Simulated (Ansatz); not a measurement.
HfC:
Space group P-6m2 (No. 187); a = 3.226 Å, b = 3.226 Å, c = 2.901 Å, α = 90.00°, β = 90.00°, γ = 120.00°

| atom | site | symmetry | x | y | z |
|---|---|---|---|---|---|
| Hf | 1a | -6m2 | 0.0000 | 0.0000 | 0.0000 |
| C | 1d | -6m2 | 0.3333 | 0.6667 | 0.5000 |

Relaxed at zero pressure with DFT-r²SCAN in the program Ansatz with PAW potentials.

### Question
The volume is raised by 3 % and shape and atoms relax at that volume. What pressure results, and how do the axes share the change?

### Answer
-5.8 GPa; a 1.1 %, b 1.1 %, c 0.8 %; the energy rises by 7 meV/atom.

### Question
Give the new structure.

### Answer

Space group P-6m2 (No. 187); a = 3.2622 Å, b = 3.2622 Å, c = 2.9233 Å, α = 90.00°, β = 90.00°, γ = 120.00°

```csv
atom,site,symmetry,x,y,z
Hf,1a,-6m2,0.0000,0.0000,0.0000
C,1d,-6m2,0.3333,0.6667,0.5000
```

The phase is kept; no other phase was compared at this pressure.

The start of the workflow was typed in or built on a structure type; neither database checked (COD, Materials Project) lists it. It is not the phase usual at ambient conditions (space group No. 225). The r²SCAN relaxation kept the symmetry of its start; its stability against distortions is not shown here. The run is not spin-polarised. Spin–orbit coupling is left out wherever it is not named.

Potentials: the later of the program's two PAW sets.
